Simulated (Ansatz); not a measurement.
Recipe of this trial structure of MgScC₄N₄: two interpenetrating cyanide-bridged diamond nets (P-43m, No. 215). Lengths were set from tabulated atomic sizes, so they are only a guess.

```
Mg Sc C N
1.0
     6.08527    0.00000    0.00000
     0.00000    6.08527    0.00000
     0.00000    0.00000    6.08527
Mg Sc C N
1 1 4 4
Direct
  0.00000 0.00000 0.00000
  0.50000 0.50000 0.50000
  0.18786 0.18786 0.18786
  0.18786 0.81214 0.81214
  0.81214 0.18786 0.81214
  0.81214 0.81214 0.18786
  0.29886 0.29886 0.29886
  0.29886 0.70114 0.70114
  0.70114 0.29886 0.70114
  0.70114 0.70114 0.29886
```

The calculation used Ansatz 0.2.0, DFT PBE, scalar-relativistic, plane waves, PAW. Cutoff 420 eV, Gaussian smearing, Γ-centred meshes. Cell and atoms relax first on a coarse mesh and then on a finer one. In between, the cell is made exact in the group found at 0.06 Å. In metals the finer mesh still leaves noise of several meV/atom or more. The steps can't lower the symmetry of their start. Collinear spin is switched on along the way, since trial moments persisted in a coarse test.

A guess keeps its type if space group and coordination stay and the shape of the cell changes little (axis ratios within about 15 %, angles within 6°); the volume may change.

Task: Does this structure survive the relaxation?

Result: It keeps its type. The symmetry stays P-43m (No. 215). The volume per atom grows by 13.0 %, from 22.5 to 25.5 Å³. The shortest distance stays 1.17 Å (C–N). Counting neighbours within 15 % of an atom's shortest distance, the start has C 1, Mg 4, N 1, Sc 4 and the end C 1, Mg 4, N 1, Sc 4.

Formation energies are uncorrected and refer to the elements' standard structures at the same level (N₂ as a molecule).

Task: At what energy does it end?

Result: −0.03 eV/atom. The formation energy is too near zero to say whether this cell lies below the elements.

The last run used collinear spin, a 6×6×6 mesh for its 10-atom cell and Gaussian smearing of 0.10 eV. For metals, differences of a few meV/atom aren't resolved. The reference form of C is held partly by dispersion forces, which this level lacks. The magnetic state reached may not be the lowest. Symmetry constrained the relaxation, so the result can be a saddle point.
